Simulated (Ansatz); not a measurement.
Ansatz input

```yaml
crystal:
  lattice:
    - [0.0, 1.8592251003, 1.8592251003]
    - [1.8592251003, 0.0, 1.8592251003]
    - [1.8592251003, 1.8592251003, 0.0]
  atoms:
    - { symbol: Re, position: [0.0, 0.0, 0.0] }
hamiltonian:
  xc: pbesol
  pseudopotentials:
    kind: paw
    azcp:
      Re: "pseudopotentials/Re.paw.azcp"
basis:
  ecutwfc: 420
  fft_grid_basis: typed
kpoints:
  mp_grid: { grid: [16, 16, 16], shift: [0, 0, 0] }
magnetization:
  spin_polarized: false
scf:
  occupations: { method: fermi_dirac, width: 0.1 }
  lower_state_search: "off"
output:
  stress: true
  write_density: true
  write_potential: true
  elf: true
  volumetric_format: npy
```

Terminal output

```
Warning: the record states the generating functional pbe (its physics header spells it `PBE`), which answers neither for hamiltonian.xc's functional nor for the pbesol family's — results may be inconsistent (PPs are generated against a specific XC)
Engine: ansatz 0.2.0, x86_64-unknown-linux-gnu
Pseudopotentials: kind: paw
Pseudopotential: Re, paw, valence charge 15, recommended cutoff 420 eV (normal) 
Functional definition: PBEsol
  exchange = pbesol_x
  correlation = pbesol_c
Crystal: 1 atoms, lattice volume = 12.854 Å³
Basis set: ecut = 420 eV, 259 PW (Γ)
Bands: 12, of which v1, the nominal top of the filled ones, is band 8 counted from 1 (7 counted from 0)
Symmetry: 48 space group operations
Space group: Fm-3m (ITA 225), of the structure as read, at distance tolerance 2.3e-5 Å
k-points: 145 of 4096
Non-local potential: Re, projectors of the file, l = 0: 3, l = 1: 2, l = 2: 2, l = 3: 1
PAW form: soft (Blöchl's): semilocal exchange-correlation on the pseudo side does not see the compensation charge
PAW frozen core: Re, regenerated for the run's functional, and the local potential with it (the file was generated under x = pbe(κ = 0.804, μ = 0.2195149727645171), c = pbe(β = 0.06672455060314922))
PAW one-centre angular grid: Re, 590 points (default); XC on 64 Gauss nodes
Initial density: superposition of atomic densities (neutral atoms: chi_scale 0, normalization atom), corrected by the library's trained network
Initial wavefunctions: pseudopotential atomic-orbital guess
Functional: x = pbesol(κ = 0.804, μ = 0.12345679012345678), c = pbesol(β = 0.046)
SCF iter   1: F=—  HF=-10736.875733 eV  |F-HF|=—  |Δ(HF+E_count)|=         —  Δρ=6.57e-3  dr2=9.89e-4  ethr=1.77e-3  ⟨swp⟩=5.1  Hψ=9423  notcnv=0
SCF iter   2: F=—  HF=-10736.875855 eV  |F-HF|=—  |Δ(HF+E_count)|=   1.21e-4  Δρ=3.27e-3  dr2=2.29e-4  ethr=6.59e-6  ⟨swp⟩=1.4  Hψ=3112  notcnv=0
SCF iter   3: F=—  HF=-10736.875945 eV  |F-HF|=—  |Δ(HF+E_count)|=   9.04e-5  Δρ=3.85e-4  dr2=1.16e-5  ethr=1.52e-6  ⟨swp⟩=1.1  Hψ=1841  notcnv=0
SCF iter   4: F=—  HF=-10736.875939 eV  |F-HF|=—  |Δ(HF+E_count)|=   5.69e-6  Δρ=6.03e-5  dr2=1.58e-7  ethr=7.76e-8  ⟨swp⟩=2.1  Hψ=2586  notcnv=0
iter 5 did not close the SCF: its close was put off for the readings that it lacked (scf_convergence_deferred on its scf_iter line)
SCF iter   5: F=-10736.875939 eV  HF=-10736.875939 eV  |F-HF|=4.68e-9  |Δ(HF+E_count)|=   3.15e-8  Δρ=1.39e-5  dr2=7.78e-9  ethr=1.05e-9  ⟨swp⟩=2.1  Hψ=2794  notcnv=0
SCF iter   6: F=-10736.875939 eV  HF=-10736.875939 eV  |F-HF|=2.66e-10  |Δ(HF+E_count)|=   3.05e-9  Δρ=3.26e-6  dr2=4.19e-10  ethr=5.18e-11  ⟨swp⟩=4.3  Hψ=8356  notcnv=0
SCF 1 converged in 6 iterations: F = -10736.875939 eV  dr2 = 4.19e-10
SCF converged after 6 iterations
Free energy (F): -10736.875939 eV
Harris-Foulkes:  -10736.875939 eV  (|F-HF|=2.66e-10)
Internal energy: -10736.853094 eV  (E = F + TS)
E sigma→0 (E₀):  -10736.864517 eV
Entropy (-TS):   -0.022845 eV (-22.845 meV/atom)
Fermi energy:    28.115814 eV
--- Per-component energies (eV) ---
  E_band       = -16.936296
  E_kinetic    = 551.556193
  E_local      = -647.093724  (includes V_loc(G=0)·N_el)
  E_nonlocal   = 50.684247
  E_hartree    = 241.480790
  E_xc         = -404.721615
  E_vxc        = -308.476640  (∫ρ·V_xc dr)
  E_paw        = -8531.575695  (= ΣΔE_a)
  E_vpaw       = -146.567457  (= ΣTr[D̂ρ^β])
  E_aug_tail   = -0.000075  (compensation charges beyond the density's cutoff)
  E_ewald      = -1997.416477
  E_core_change = 0.233262  (= ΣΔE_core)
  E_smearing   = -0.022845  (= −TS)
  E_closure    = 0.000000  (closes the sum)
  Σ components = -10736.875939   (vs F -10736.875939, Δ=0.00e0)
--- Stress (GPa, compression-positive) ---
       65.941897       0.000000       0.000000
        0.000000      65.941897      -0.000000
        0.000000       0.000000      65.941897
  P = ⅓ Tr σ = 65.9419 GPa (659.419 kbar)
--- Band table (eV; the first three rows and the last of 145) ---
  k-point 0: bands = ["-51.8788", "-12.8946", "-12.8946", "-12.8946", "17.0700", "25.7739", "25.7739", "25.7739", "29.6776", "29.6776", "41.0546", "47.3450"]
  k-point 1: bands = ["-51.8707", "-12.9747", "-12.9045", "-12.9045", "17.2885", "25.6187", "25.8756", "25.8756", "29.5816", "29.5816", "41.4780", "46.5028"]
  k-point 2: bands = ["-51.8476", "-13.1990", "-12.9324", "-12.9324", "17.9027", "25.2489", "26.1285", "26.1285", "29.3858", "29.3858", "42.5541", "45.0773"]
  k-point 144: bands = ["-51.5922", "-14.1534", "-14.1534", "-13.6186", "22.1569", "24.3947", "24.3947", "28.2630", "33.8018", "40.1116", "40.3791", "40.3791"]
```
